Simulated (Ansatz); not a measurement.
Relaxed Ru (hcp, Mg type):

```xyz
2
Lattice="2.6919 0.0000 0.0000 -1.3459 2.3312 0.0000 0.0000 0.0000 4.2457" Properties=species:S:1:pos:R:3 pbc="T T T"
Ru     0.0000     1.5542     3.1842
Ru     1.3459     0.7771     1.0614
```

In each cell atom 1 (Ru, nearest neighbour Ru at 2.631 Å; its periodic images, 2.7 Å or more away, move with it) moves by s·(0.577, 0.577, 0.577) (along Cartesian [111]), the rest being held.

Computed with PBEsol (plane waves to 420 eV, PAW, scalar-relativistic; Ansatz, a quantum-chemistry and plane-wave program). k mesh 16×16×9 (Γ-centred), Fermi-Dirac smearing 0.05 eV. The energy includes the smearing's −TS. Left out: 1 of 11 points, with atoms too close for the PAW data. With partly filled bands, energies and forces of such displacements shift with the k mesh and the smearing. Ru is run without spin polarisation. Ru was relaxed with its symmetry unable to fall. The zero of ΔE is the undisplaced structure. The last digit holds for this mesh only.

```csv
s (Å),ΔE (meV/cell)
-0.424,894.8
-0.318,484.9
-0.212,withheld
-0.106,54.2
0.000,0.0
0.106,55.1
0.212,218.5
0.318,496.5
0.424,902.0
0.530,1440.7
```

Question: Fit a polynomial form (powers 2, 3, 4) to the given rows and predict ΔE at s = -0.212.

Answer: Least squares on the 9 given rows: ΔE = (4762)·s² + (52.94)·s³ + (1225)·s⁴, in meV/cell with s in Å; root-mean-square residual 2.95 meV/cell. At -0.212 the fit gives 216.0 meV/cell; the calculation gives 212.6 meV/cell, so the interpolation is off by 3.4 (+1.6 %). The quadratic term alone would give 214.0 meV/cell.

(A displaced cell: forces are minus the slopes of the energy, force constants its curvatures, and phonons follow from these.)
